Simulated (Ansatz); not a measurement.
A relaxed structure of InP is spoiled in several ways and relaxed again each time (noise and exchanges are one random draw each; pressure is positive under compression). Level of theory: PBEsol (plane waves to 420 eV, PAW, scalar-relativistic; Ansatz, a quantum-chemistry and plane-wave program).

```cif
data_In4P4
_chemical_formula_sum 'P4 In4'
_space_group_name_H-M_alt 'F-43m'
_space_group_IT_number 216
_space_group_name_Hall 'F -4 2 3'
_cell_length_a 5.87825
_cell_length_b 5.87825
_cell_length_c 5.87825
_cell_angle_alpha 90.000
_cell_angle_beta 90.000
_cell_angle_gamma 90.000
loop_
_atom_site_label
_atom_site_type_symbol
_atom_site_symmetry_multiplicity
_atom_site_Wyckoff_symbol
_atom_site_fract_x
_atom_site_fract_y
_atom_site_fract_z
_atom_site_occupancy
P1 P 4 c 0.25000 0.25000 0.25000 1
In1 In 4 a 0.00000 0.00000 0.00000 1
```
(The calculation used a cell of 2 atoms; values per cell refer to that cell.)

```tsv
change	first pressure (GPa)	first V (Å³/atom)	released (eV/atom)	moves	outcome	final group	E − E(parent) (eV/atom)
with every coordinate shifted by Gaussian noise of σ = 0.3 Å	11.4	25.39	0.89	4	returns to the parent	F-43m	0.000
deformed by the Cartesian strain tensor (xx, yy, zz, yz, xz, xy) = (-0.105, 0.001, 0.042, -0.072, -0.053, 0.040)	9.1	23.48	0.27	8	returns to the parent	F-43m	0.000
doubled along one cell vector, shaken by Gaussian noise of σ = 0.08 Å a coordinate	0.5	25.39	0.07	3	returns to the parent	F-43m	0.000
```

First-step values come from each run's starting, coarser k-mesh (7×7×7, 7×7×6, 7×4×7). Each cell has its own k-point mesh; energy differences are given only to the digits this allows. No spin polarisation in the result.
